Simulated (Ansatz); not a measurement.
An input for the plane-wave PAW code Ansatz:

```yaml
crystal:
  lattice:
    - [4.4872196948, 0.0, 0.0]
    - [0.0, 4.4872196948, 0.0]
    - [0.0, 0.0, 4.5769640887]
  atoms:
    - { symbol: Ba, position: [0.0, 0.0, 0.0] }
    - { symbol: Si, position: [0.0, 0.5, 0.5] }
    - { symbol: Si, position: [0.5, 0.5, 0.0] }
    - { symbol: Si, position: [0.5, 0.0, 0.5] }
basis:
  ecutwfc: 420
  ecutrho_ratio: 4
kpoints:
  mp_grid: { grid: [8, 8, 8] }
hamiltonian:
  xc: pbe
scf:
  occupations: { method: gaussian, width: 0.05 }
output:
  forces: true
  stress: true
  eigenvalues: true
```

Launched as:
```sh
ansatz run input.yaml --threads 2 --pin off --max-ram 2662MiB --backend cpu --events-out ev --progress --plain --runs-dir out
```

This is a trial structure made by placing the elements on a prototype's sites, so it needn't be the stable form.

Question: What will the run give?

Answer: Pressure -1.0 GPa, gap on the mesh zero (metallic) (PBE, scalar-relativistic).

The output:

```
Pseudopotentials: kind: paw
Pseudopotential: Ba, paw, valence charge 10, recommended cutoff 420 eV (normal), Ba.paw.azcp
Pseudopotential: Si, paw, valence charge 4, recommended cutoff 420 eV (normal), Si.paw.azcp
Crystal: 4 atoms, lattice volume = 92.158 Å³
Basis set: ecut = 420 eV, 1815 PW (Γ), exchange–correlation on 60×60×64 points (8 copies of the dense FFT grid, shifted against one another)
Bands: 15, of which v1, the nominal top of the filled ones, is band 11 counted from 1 (10 counted from 0)
Symmetry: 16 space group operations
Space group: P4/mmm (ITA 123), of the structure as read, at distance tolerance 4.5e-5 Å
k-points: 75 of 512
Initial density: superposition of atomic densities (neutral atoms: chi_scale 0, normalization atom), corrected by the library's trained network
Initial wavefunctions: pseudopotential atomic-orbital guess
Functional: x = pbe(κ = 0.804, μ = 0.21951), c = pbe(β = 0.06672)
```

SCF trace (energy estimate counted from the last row):
| iteration | ΔE (eV) | density residual (eV) |
| --- | --- | --- |
| 1 | 5.3e-05 | 1.32e-3 |
| 2 | 2.3e-04 | 4.81e-4 |
| 3 | 8.0e-05 | 1.11e-5 |
| 4 | 0.000 | 1.57e-6 |
| 5 | 0.000 | 6.12e-8 |
| 6 | 0.000 | 7.16e-9 |

```
SCF 1 converged in 6 iterations: F = -7855.494875 eV  dr2 = 7.16e-9
SCF converged after 6 iterations
Free energy (F): -7855.494875 eV
E sigma→0 (E₀):  -7855.493664 eV
Entropy (-TS):   -0.002422 eV (-0.605 meV/atom)
Fermi energy:    8.196270 eV
--- Forces (eV/Å), atoms counted from 1 ---
  atom   1  Ba     0.00000000     0.00000000     0.00000000
  atom   2  Si     0.00000000     0.00000000     0.00000000
  atom   3  Si     0.00000000     0.00000000     0.00000000
  atom   4  Si     0.00000000     0.00000000     0.00000000
--- Stress (GPa, compression-positive) ---
       -0.427105       0.000000       0.000000
        0.000000      -0.427105       0.000000
        0.000000       0.000000      -2.034585
  P = ⅓ Tr σ = -0.9629 GPa (-9.629 kbar)
```

It ran for 2.6 s on 2 threads of Arm Neoverse V2 (shared host), peak memory 0.39 GiB.

Spin–orbit coupling, which matters for such heavy elements, is left out. A displaced or strained copy of the relaxed cell lay 8.7 meV/atom lower, so the structure isn't a true minimum at this level.
